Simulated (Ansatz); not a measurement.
**Al₂Ga₃As₅ (I-4m2) at 2 levels of theory**

One geometry, relaxed with PBE; plane waves with PAW potentials in Ansatz, scalar-relativistic. No spin polarisation. Gaps are the least over mesh and band path; pressure is positive in compression.

```
Al Ga As
1.0
    -2.02879    2.02879   14.34902
     2.02879   -2.02879   14.34902
     2.02879    2.02879  -14.34902
Al Ga As
2 3 5
Direct
  0.70015 0.70015 0.00000
  0.29985 0.29985 0.00000
  0.89981 0.89981 0.00000
  0.50000 0.50000 0.00000
  0.10019 0.10019 0.00000
  0.34952 0.84952 0.50000
  0.94991 0.44991 0.50000
  0.55009 0.05009 0.50000
  0.15048 0.65048 0.50000
  0.75000 0.25000 0.50000
```

```tsv
level	cutoff (eV)	k mesh	gap (eV)	pressure (GPa)
PBE	420	10×10×10	0.73	0.0
```

What comes out on the same cell with LDA?

| level | cutoff (eV) | k mesh | gap (eV) | pressure (GPa) |
| --- | --- | --- | --- | --- |
| LDA | 420 | 10×10×10 | 0.53 | -4.2 |

It was reached by relaxing an invented guess, and it needn't be the stable form of this composition.
